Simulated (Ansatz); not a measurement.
MgO:
```xyz
8
Lattice="5.5020 0.0000 0.0000 0.0000 5.5020 0.0000 0.0000 0.0000 3.2684" Properties=species:S:1:pos:R:3 pbc="T T T"
Mg     1.7655     3.7364     0.0000
Mg     3.7364     1.7655     0.0000
Mg     4.5165     4.5165     1.6342
Mg     0.9854     0.9854     1.6342
O      1.7405     1.7405     0.0000
O      3.7614     3.7614     0.0000
O      1.0105     4.4915     1.6342
O      4.4915     1.0105     1.6342
```

Relaxed with r²SCAN. Independent-particle spectrum: no excitons, no local fields, no scissors shift; 0.1 eV broadening; ε₁ of the summed bands alone.

### Question
Tabulate the dielectric function from r²SCAN in the plane-wave PAW code Ansatz.

### Answer


```csv
E (eV),ε₁ xx,ε₂ xx,ε₁ zz,ε₂ zz
0.0,2.62,0.00,2.58,0.00
0.3,2.62,0.00,2.58,0.00
0.6,2.63,0.00,2.58,0.00
0.9,2.64,0.00,2.59,0.00
1.2,2.65,0.00,2.60,0.00
1.5,2.67,0.00,2.62,0.00
1.8,2.70,0.00,2.64,0.00
2.1,2.73,0.00,2.67,0.00
2.4,2.76,0.00,2.70,0.00
2.7,2.81,0.00,2.74,0.00
3.0,2.87,0.00,2.79,0.00
3.3,2.94,0.00,2.85,0.00
3.6,3.04,0.00,2.92,0.00
3.9,3.20,0.00,3.03,0.00
4.2,3.57,0.14,3.19,0.00
4.5,3.53,0.57,3.55,0.16
4.8,3.41,0.75,3.50,0.58
5.1,3.32,0.85,3.40,0.76
5.4,3.27,0.92,3.32,0.87
5.7,3.25,1.00,3.25,0.95
6.0,3.22,1.09,3.21,1.03
6.3,3.21,1.18,3.16,1.08
6.6,3.19,1.26,3.15,1.15
6.9,3.18,1.36,3.15,1.21
7.2,3.18,1.46,3.18,1.29
7.5,3.19,1.58,3.23,1.40
7.8,3.24,1.69,3.23,1.57
8.1,3.42,2.05,3.34,1.67
8.4,3.22,2.79,3.30,2.33
8.7,2.24,2.62,2.80,2.27
9.0,2.46,2.59,2.86,2.35
9.3,1.64,3.05,2.62,2.78
9.6,1.20,2.33,2.04,2.60
9.9,1.42,1.75,2.03,2.53
10.2,1.81,1.77,1.67,2.35
10.5,1.84,2.28,2.01,2.46
10.8,1.65,2.12,1.77,2.68
11.1,1.41,2.19,1.53,2.69
11.4,1.25,2.15,1.22,2.94
11.7,0.92,1.82,0.56,2.47
12.0,1.11,1.65,0.77,2.01
```

### Question
From ε at 4.4 eV (xx: 3.58 + 0.48i), find n, k, the normal reflectivity and the absorption coefficient.

### Answer
n = 1.90, k = 0.127, R = 10 %, α = 2kE/ħc = 57000 cm⁻¹.

With all bands, ε∞ without local fields is 2.77 (xx = yy), 2.73 (zz).

Space group P4_2/mnm. The start of the workflow was typed in or built on a structure type; neither database checked (COD, Materials Project) lists it. It is not the phase usual at ambient conditions (space group No. 225). The cell was relaxed with r²SCAN under the symmetry of its start; its stability against distortions is not shown here.

Potentials: the earlier of the program's two PAW sets.
